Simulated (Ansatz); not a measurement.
A geometry of AlNi away from equilibrium: the start of the relaxation of a generated trial cell of AlNi in the AFLOW prototype AB_tP8_136_g_f (as in BeO). Method: PBEsol (plane waves to 420 eV, PAW, scalar-relativistic; Ansatz, a quantum-chemistry and plane-wave program). Γ-centred k-mesh 6×6×10 on the run's cell (coarser than for final values), Fermi–Dirac smearing 0.05 eV.

```xyz
8
Lattice="5.5666 0.0000 0.0000 0.0000 5.5666 0.0000 0.0000 0.0000 3.2110" Properties=species:S:1:pos:R:3 pbc="T T T"
Ni     1.8704     3.6962     0.0000
Ni     4.6537     4.6537     1.6055
Ni     0.9129     0.9129     1.6055
Ni     3.6962     1.8704     0.0000
Al     1.7256     1.7256     0.0000
Al     4.5089     1.0576     1.6055
Al     1.0576     4.5089     1.6055
Al     3.8409     3.8409     0.0000
```
Spin-polarised start, with parallel moments on Ni.

### Question
What forces act on the atoms (eV/Å)?

### Answer
| atom | Fx | Fy | Fz |
|---|---|---|---|
| Ni1 | -0.32 | 0.32 | 0.00 |
| Ni2 | -0.32 | -0.32 | 0.00 |
| Ni3 | 0.32 | 0.32 | 0.00 |
| Ni4 | 0.32 | -0.32 | 0.00 |
| Al5 | -1.20 | -1.20 | 0.00 |
| Al6 | -1.20 | 1.20 | 0.00 |
| Al7 | 1.20 | -1.20 | 0.00 |
| Al8 | 1.20 | 1.20 | 0.00 |

### Question
What is the pressure?

### Answer
+74.3 GPa, compression positive.

### Question
How much energy per atom can still be gained by relaxing?

### Answer
1.58 eV/atom; the path ends in P4₂/mnm (No. 136).

No spin polarisation in the result: the starting moments vanished. A magnetic state may lie lower.

The run could not lower the symmetry of its start; a shaken copy of this end point relaxes with PBEsol to P2/m (No. 10), 0.50 eV/atom lower.

The end of the path is a generated cell of AlNi: the first start was made by placing the elements on the sites of a structure type, and the end was not matched to a known phase here, so it may be hypothetical. Known forms of AlNi include space group No. 221.
